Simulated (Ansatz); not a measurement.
Input for Ansatz (plane-wave DFT, PAW):

```yaml
crystal:
  lattice:
    - [-2.1533489894, 2.1533489894, 2.4842410751]
    - [2.1533489894, -2.1533489894, 2.4842410751]
    - [2.1533489894, 2.1533489894, -2.4842410751]
  atoms:
    - { symbol: V, position: [0.25, 0.25, 0.0] }
    - { symbol: V, position: [0.75, 0.75, 0.0] }
    - { symbol: "N", position: [0.1135731475, 0.6135731475, 0.727146295] }
    - { symbol: "N", position: [0.6135731475, 0.8864268525, 0.5] }
    - { symbol: "N", position: [0.8864268525, 0.3864268525, 0.272853705] }
    - { symbol: "N", position: [0.3864268525, 0.1135731475, 0.5] }
basis:
  ecutwfc: 420
kpoints:
  mp_grid: { grid: [12, 12, 12] }
  band_path:
    path:
      - [[0.0, 0.0, 0.0], [0.0, 0.0, 0.5], [0.25, 0.25, 0.25], [0.0, 0.5, 0.0], [0.0, 0.0, 0.0], [0.5, 0.5, -0.5], [0.4378371, 0.5621629, -0.4378371]]
      - [[-0.4378371, 0.4378371, 0.4378371], [0.0, 0.0, 0.0]]
      - [[0.0, 0.0, 0.5], [-0.3756742, 0.3756742, 0.5]]
      - [[0.5, 0.5, -0.3756742], [0.5, 0.5, -0.5]]
    npoints: 14
hamiltonian:
  xc: pbesol
scf:
  occupations: { method: gaussian, width: 0.1 }
  n_extra_bands: 15
output:
  forces: true
  stress: true
  eigenvalues: true
  populations: true
  dos: { projected: true, de: 0.02, nscf_kmesh: { grid: [18, 18, 18] } }
  bader: true
  write_density: true
  write_potential: true
  elf: true
  volumetric_format: npy
```

Command:
```bash
ansatz run input.yaml --threads 1 --pin off --max-ram 2560MiB --backend cpu --events-out ev --progress --plain --runs-dir out
```

Level of theory: DFT PBEsol, scalar-relativistic, plane waves, PAW in Ansatz.

Part of what the program printed, abridged (iterations and final results):

```
SCF iter   1: F=—  HF=-7287.791451 eV  |F-HF|=—  |Δ(HF+E_count)|=         —  Δρ=2.08e-2  dr2=1.41e-1  ethr=1.77e-3  ⟨swp⟩=5.0  Hψ=22858  notcnv=0  defer=173
SCF iter   2: F=—  HF=-7287.767090 eV  |F-HF|=—  |Δ(HF+E_count)|=   2.44e-2  Δρ=1.10e-2  dr2=4.92e-2  ethr=3.05e-4  ⟨swp⟩=2.0  Hψ=8372  notcnv=0  defer=209
SCF iter   3: F=—  HF=-7287.758012 eV  |F-HF|=—  |Δ(HF+E_count)|=   9.08e-3  Δρ=1.62e-3  dr2=1.48e-3  ethr=1.07e-4  ⟨swp⟩=2.3  Hψ=7481  notcnv=0  defer=209
SCF iter   4: F=—  HF=-7287.757705 eV  |F-HF|=—  |Δ(HF+E_count)|=   3.06e-4  Δρ=4.06e-4  dr2=9.43e-5  ethr=3.22e-6  ⟨swp⟩=1.7  Hψ=6500  notcnv=0  defer=209
SCF iter   5: F=—  HF=-7287.757684 eV  |F-HF|=—  |Δ(HF+E_count)|=   2.15e-5  Δρ=6.97e-5  dr2=2.13e-6  ethr=2.05e-7  ⟨swp⟩=2.4  Hψ=7369  notcnv=0  defer=209
SCF iter   6: F=-7287.757684 eV  HF=-7287.757684 eV  |F-HF|=2.92e-8  |Δ(HF+E_count)|=   3.81e-8  Δρ=1.65e-5  dr2=8.40e-8  ethr=2.17e-10  ⟨swp⟩=11.1  Hψ=39225  notcnv=0
SCF 1 converged in 6 iterations: F = -7287.757684 eV  dr2 = 8.40e-8
SCF converged after 6 iterations
Free energy (F): -7287.757684 eV
Harris-Foulkes:  -7287.757684 eV  (|F-HF|=2.92e-8)
Internal energy: -7287.744820 eV  (E = F + TS)
E sigma→0 (E₀):  -7287.751252 eV
Entropy (-TS):   -0.012864 eV (-2.144 meV/atom)
Fermi energy:    17.247184 eV
--- Per-component energies (eV) ---
  E_band       = -185.343891
  E_kinetic    = 1197.571593
  E_local      = -2204.052859  (includes V_loc(G=0)·N_el)
  E_nonlocal   = 90.216991
  E_hartree    = 916.635758
  E_xc         = -498.602736
  E_vxc        = -635.986524  (∫ρ·V_xc dr)
  E_paw        = -2659.343617  (= ΣΔE_a)
  E_vpaw       = -466.371206  (= ΣTr[D̂ρ^β])
  E_aug_tail   = 0.000806  (compensation charges beyond the density's cutoff)
  E_ewald      = -4130.582509
  E_core_change = 0.411753  (= ΣΔE_core)
  E_smearing   = -0.012864  (= −TS)
--- Forces (eV/Å), atoms counted from 1 ---
  atom   1  V      0.00000000     0.00000000     0.00000000
  atom   2  V      0.00000000     0.00000000     0.00000000
  atom   3  N     -0.03687316    -0.03687316     0.00000000
  atom   4  N      0.03687316    -0.03687316     0.00000000
  atom   5  N      0.03687316     0.03687316     0.00000000
  atom   6  N     -0.03687316     0.03687316     0.00000000
--- Stress (GPa, compression-positive) ---
      -10.980754       0.000000       0.000000
        0.000000     -10.980754       0.000000
        0.000000       0.000000     -10.023532
  P = ⅓ Tr σ = -10.6617 GPa (-106.617 kbar)
--- Band table (eV; the first three rows and the last of 163) ---
  k-point 0: bands = ["-48.0851", "-47.9161", "-22.3046", "-22.0447", "-22.0447", "-22.0384", "-22.0384", "-21.4085", "-4.7007", "-1.7552", "4.2316", "4.2316", "8.4460", "8.7632", "8.9067", "10.4911", "10.4911", "13.3829", "13.9862", "14.2893", "14.5860", "14.6614", "14.6614", "18.0139", "18.1758", "18.1758", "18.5470", "19.2292", "19.4164", "19.4164", "19.4800", "21.7751", "26.4609", "26.4609", "26.6100", "30.6637", "30.6637", "30.7041"]
  k-point 1: bands = ["-48.0841", "-47.9170", "-22.3070", "-22.0517", "-22.0462", "-22.0371", "-22.0352", "-21.4076", "-4.6362", "-1.8287", "4.2762", "4.3371", "8.1889", "8.4659", "8.9008", "10.4561", "11.2069", "13.3000", "13.8628", "14.2999", "14.4364", "14.6562", "14.6907", "17.9078", "18.1541", "18.3099", "18.4065", "19.3577", "19.4150", "19.5840", "19.6251", "21.6186", "25.9243", "26.4336", "26.9738", "30.2909", "30.5203", "31.3094"]
  k-point 2: bands = ["-48.0813", "-47.9194", "-22.3136", "-22.0879", "-22.0502", "-22.0338", "-22.0091", "-21.4051", "-4.4526", "-2.0146", "4.4010", "4.4821", "7.4233", "8.5207", "9.1048", "10.3664", "12.2285", "13.1108", "13.5415", "13.8931", "14.3416", "14.7186", "14.8583", "17.8571", "18.0125", "18.1967", "18.4061", "19.4158", "19.6644", "19.9331", "19.9934", "21.2448", "25.4222", "26.3472", "27.1527", "30.0453", "30.1810", "32.1916"]
  k-point 162: bands = ["-48.0549", "-47.9425", "-22.3830", "-22.1990", "-22.1990", "-21.9159", "-21.9159", "-21.3822", "-3.1377", "-2.8926", "4.3560", "4.3560", "6.7708", "9.7675", "9.7675", "10.5251", "10.7187", "10.9452", "12.5474", "15.1774", "15.1774", "17.0167", "17.0566", "17.0636", "17.1914", "17.2847", "19.1020", "19.1020", "19.2047", "19.5337", "19.9396", "19.9396", "25.9728", "25.9728", "29.9349", "29.9996", "30.7769", "30.9096"]
--- Löwdin populations: 6 sites ---
  site symbol q [e]
     0      V     12.0550
     1      V     12.0550
     2      N      5.4178
     3      N      5.4178
     4      N      5.4178
     5      N      5.4178
  spilling = 0.004760 (of n_electrons = 46.000000)
--- Bader charges: 6 sites ---
  site symbol charge [e]  shift [e]
     0      V      1.6452     0.0015
     1      V      1.6452     0.0015
     2      N     -0.8226     0.0007
     3      N     -0.8226     0.0007
     4      N     -0.8226     0.0007
     5      N     -0.8226     0.0007
  estimated error of the sums over rays = 3.8e-4 e
```

The run converged.

The run took 88 s on 1 thread of Arm Neoverse V1, on a shared host, peak memory 0.67 GiB.